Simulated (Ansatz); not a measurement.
## BaScSi: input and output

input.yaml (Ansatz 0.2.0)

```yaml
crystal:
  lattice:
    - [0.0, 4.358285, 0.0]
    - [4.358285, 0.0, 0.0]
    - [2.179143, 2.179143, -7.968851]
  atoms:
    - { symbol: Sc, position: [0.5, 0.0, 0.0] }
    - { symbol: Sc, position: [0.0, 0.5, 0.0] }
    - { symbol: Si, position: [0.12, 0.12, 0.76] }
    - { symbol: Si, position: [0.88, 0.88, 0.24] }
    - { symbol: Ba, position: [0.3249, 0.3249, 0.3502] }
    - { symbol: Ba, position: [0.6751, 0.6751, 0.6498] }
  symmetry: { tolerance: 0.0003 }
kpoints:
  mp_grid: { grid: [6, 6, 6], shift: [0, 0, 0] }
  band_path:
    path:
      - [0.0, 0.0, 0.0]
      - [0.5, 0.5, 0.5]
      - [0.5, 0.5, 0.25]
      - [0.0, 0.5, 0.0]
      - [0.0, 0.0, 0.0]
      - [0.0, 0.0, -0.5]
      - [0.0, 0.46261048, -0.26869476]
      - [0.0, 0.53738952, 0.26869476]
      - [0.0, 0.0, 0.0]
      - [0.5, 0.5, 0.5]
      - [0.46261048, 0.53738952, 0.5]
    npoints: 6
magnetization:
  noncollinear: true
  spin_orbit: true
scf:
  occupations: { method: fermi_dirac }
  lower_state_search: "off"
  max_iter: 200
hamiltonian:
  pseudopotentials: { kind: paw_fr }
  xc: pbe
basis:
  ecutwfc: 420
  fft_grid_basis: typed
output:
  forces: true
  stress: true
  eigenvalues: true
  bader: true
  populations: true
  elf: true
  write_potential: true
  volumetric_format: npy
  dos:
    e_range: [-12, 8]
    de: 0.05
    projected: { site_lists: { Ba: [Ba], Sc: [Sc], Si: [Si] } }
    method: { smearing: { sigma: 0.1, scheme: gaussian } }
checkpoint:
  read: saved_state
```

The saved state is an earlier solution for the same cell, perhaps on another mesh. The state carries no moments; the state need not be the lowest.

Excerpt of what it printed:

```
Pseudopotentials: kind: paw_fr
Pseudopotential: Sc, paw_fr, valence charge 11, recommended cutoff 420 eV (normal), Sc.paw.azcp#standard-fr
Pseudopotential: Si, paw_fr, valence charge 4, recommended cutoff 420 eV (normal), Si.paw.azcp#standard-fr
Pseudopotential: Ba, paw_fr, valence charge 10, recommended cutoff 420 eV (normal), Ba.paw.azcp#standard-fr
Functional definition: PBE
  exchange = pbe_x(kappa = kappa, mu = beta*pi^2/3)
  correlation = pbe_c(beta = beta)
Crystal: 6 atoms, lattice volume = 151.366 Å³
Basis set: ecut = 420 eV, 2955 PW (Γ), exchange–correlation on 60×60×120 points (8 copies of the dense FFT grid, shifted against one another)
Bands: 62, of which v1, the nominal top of the filled ones, is band 50 counted from 1 (49 counted from 0)
Symmetry: 16 space group operations + 16 with time reversal
Magnetic group: BNS 139.532 (UNI 1192), of the structure as read, at distance tolerance 1.6e-3 Å
k-points: 30 of 216
Initial density: read from a saved state, or passed on in memory by an earlier SCF of this step, an earlier step, the calling program or the single point that the run made first
Functional: x = pbe(κ = 0.804, μ = 0.2195), c = pbe(β = 0.0667)
SCF iter   1: F=—  Δρ=9.04e-4  dr2=3.58e-3  dr2_m=0.00e0 (ungated)  |M|=0.00e0 ∫|m|=0.00e0 μB
SCF iter   2: F=—  Δρ=6.24e-4  dr2=1.35e-3  dr2_m=0.00e0 (ungated)  |M|=0.00e0 ∫|m|=0.00e0 μB
SCF iter   3: F=—  Δρ=1.86e-4  dr2=1.38e-4  dr2_m=0.00e0 (ungated)  |M|=0.00e0 ∫|m|=0.00e0 μB
SCF iter   4: F=—  Δρ=5.61e-5  dr2=5.05e-6  dr2_m=0.00e0 (ungated)  |M|=0.00e0 ∫|m|=0.00e0 μB
SCF iter   5: F=—  Δρ=9.41e-6  dr2=3.45e-7  dr2_m=0.00e0 (ungated)  |M|=0.00e0 ∫|m|=0.00e0 μB
SCF iter   6: F=-17453.7919 eV  Δρ=2.76e-6  dr2=3.04e-8  dr2_m=0.00e0 (ungated)  |M|=0.00e0 ∫|m|=0.00e0 μB
Magnetization: |M| = 0.0000 μB,  M = (+0.0000, +0.0000, +0.0000) μB
Absolute magnetization: 0.0000 μB (∫|m|)
  site 0: m = (+0.0000, +0.0000, +0.0000) μB, |m| = 0.0000 μB  (R = 1.20 Å)
  site 1: m = (+0.0000, +0.0000, +0.0000) μB, |m| = 0.0000 μB  (R = 1.20 Å)
  site 2: m = (+0.0000, +0.0000, +0.0000) μB, |m| = 0.0000 μB  (R = 1.20 Å)
  site 3: m = (+0.0000, +0.0000, +0.0000) μB, |m| = 0.0000 μB  (R = 1.20 Å)
  site 4: m = (+0.0000, +0.0000, +0.0000) μB, |m| = 0.0000 μB  (R = 1.32 Å)
  site 5: m = (+0.0000, +0.0000, +0.0000) μB, |m| = 0.0000 μB  (R = 1.32 Å)
Free energy (F): -17453.7919 eV
Harris-Foulkes:  -17453.7919 eV  (|F-HF|=9.90e-9)
Internal energy: -17453.6623 eV  (E = F + TS)
E sigma→0 (E₀):  -17453.7271 eV
Entropy (-TS):   -0.1297 eV (-21.609 meV/atom)
Fermi energy:    10.0717 eV
--- Per-component energies (eV) ---
  E_band       = -345.3396
  E_kinetic    = 949.3803
  E_local      = -2598.3756  (includes V_loc(G=0)·N_el)
  E_nonlocal   = 334.2517
  E_hartree    = 954.3609
  E_xc         = -660.1759
  E_vxc        = -629.8337  (∫ρ·V_xc dr)
  E_paw        = -13397.9889  (= ΣΔE_a)
  E_vpaw       = -309.4788  (= ΣTr[D̂ρ^β])
  E_aug_tail   = 0.0000  (compensation charges beyond the density's cutoff)
  E_ewald      = -3035.1148
  E_smearing   = -0.1297  (= −TS)
--- Forces (eV/Å), atoms counted from 1 ---
  atom   1  Sc     0.0000     0.0000     0.0000
  atom   2  Sc     0.0000     0.0000     0.0000
  atom   3  Si     0.0000     0.0000    -1.2120
  atom   4  Si     0.0000     0.0000     1.2120
  atom   5  Ba     0.0000     0.0000    -0.5923
  atom   6  Ba     0.0000     0.0000     0.5923
--- Stress (GPa, compression-positive) ---
        7.4207       0.0000       0.0000
        0.0000       7.4207       0.0000
        0.0000       0.0000       8.4457
  P = ⅓ Tr σ = 7.7624 GPa (77.624 kbar)
--- Löwdin populations: 6 sites ---
  site symbol       q [e]
     0     Sc     10.6238
     1     Sc     10.6238
     2     Si      5.4188
     3     Si      5.4188
     4     Ba      8.3877
     5     Ba      8.3877
  spilling = 0.0228 (of n_electrons = 50.0000)
```

Origin: a known structure type with other elements, at an estimated volume, so it need not be a known compound.
